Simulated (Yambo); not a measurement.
BSE-type run in Yambo on AgNO3 (space group R3m, No. 160), at zero momentum.

Quantum ESPRESSO step (PBEsol, PseudoDojo standard norm-conserving files, fully relativistic):
```
&CONTROL
  calculation = 'nscf'
  pseudo_dir = './pseudo'
  outdir = './out'
/
&SYSTEM
  ibrav = 0
  nat = 5
  ntyp = 3
  ecutwfc = 84.0
  ecutrho = 336.0
  occupations = 'fixed'
  force_symmorphic = .true.
  nbnd = 95
  noncolin = .true.
  lspinorb = .true.
/
&ELECTRONS
  conv_thr = 5e-09
  diago_full_acc = .true.
  diago_thr_init = 1e-08
/
ATOMIC_SPECIES
N 14.0070 N.upf
O 15.9990 O.upf
Ag 107.8682 Ag.upf
CELL_PARAMETERS angstrom
  2.575121741606   1.486747230712   2.783998775000
 -2.575121741606   1.486747230712   2.783998775000
 -0.000000000000  -2.973494461425   2.783998775000
ATOMIC_POSITIONS crystal
N   0.575494559900   0.575494559900   0.575494559900
O   0.436169457500   0.436169457500   0.861404486500
O   0.861404486500   0.436169457500   0.436169457500
O   0.436169457500   0.861404486500   0.436169457500
Ag   0.992142038500   0.992142038500   0.992142038500
K_POINTS automatic
6 6 6 0 0 0
```

Yambo input:
```
rim_cut
optics
bse
bss
dipoles
em1s
RandQpts= 1000000
RandGvec= 1 Ry
FFTGvecs= 40 Ry
Chimod= "HARTREE"
BSKmod= "SEX"
BSEmod= "resonant"
BSSmod= "hs"
BSENGexx= 15 Ry
BSENGBlk= 3 Ry
% KfnQP_E
 2.569 | 1.0 | 1.0 |
%
% BSEQptR
 1 | 1 |
%
% BSEBands
 27 | 46 |
%
% BEnRange
 0.0 | 9.7 | eV
%
% BDmRange
 0.15 | 0.15 | eV
%
BEnSteps= 194
% BLongDir
 0.0 | 0.0 | 1.0 |
%
BSHayTrs= -0.02
BSSNEig= 48
WRbsWF
% BndsRnXs
 9 | 90 |
%
NGsBlkXs= 3 Ry
% LongDrXs
 1.0 | 1.0 | 1.0 |
%
```

From the report:

The dimension is k points × valence × conduction bands = 216 × 16 × 4 = 13824.
```
  [SLEPC] Approach                          : Krylov-Schur
  [SLEPC] Number of requested eigenvalues   :   48
  [SLEPC] Number of eigenvalues        [NEV]:   48
   [K] Dimension                                    :  13824
   [K] Bands                                        :   27   46
   [K] Exchange res                                 : yes
   [K] Correlation res                              : yes
   [K] W interaction is bare                        : no
   [K] RL vectors exchange                          :   439
   [K] RL vectors correlation                       :   39
   [W] Matrix size                                  :   39
   [W] Bands                                        :    9   90
   [W] Coulomb Cutoff                               : none
   [W] Hxc Kernel                                   : HARTREE
```

Geometry relaxed with PBE+D3(BJ).
